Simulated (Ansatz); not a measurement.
Name crystals whose computed values (r²SCAN (plane waves, PAW; program Ansatz)) fall in these windows: electron conductivity mass (mₑ) 0.049 to 0.062; gap (eV) 0.82 to 1.0; B₀ by P(V) fit (GPa) 59 to 79.



```
crystal                                                electron conductivity mass (mₑ)  gap (eV)  B₀ by P(V) fit (GPa)
-----------------------------------------------------  -------------------------------  --------  --------------------
GaAs, wurtzite                                                                   0.055      0.97                  72.0
GaAs, zinc blende                                                                0.051      0.96                  72.3
GaAs, P6_3mc (Ga on 2b, As on 2b, Ga on 2a, As on 2a)                            0.053      0.97                  72.2
```
Others may fit too.

Not the usual ambient phase: GaAs, wurtzite; GaAs, P6_3mc (Ga on 2b, As on 2b, Ga on 2a, As on 2a). All cells were relaxed under the symmetry of their starts (and spin orders); stability against distortions was not tested throughout. Spin–orbit coupling is left out wherever it is not named.

Potentials: the later of the program's two PAW sets.
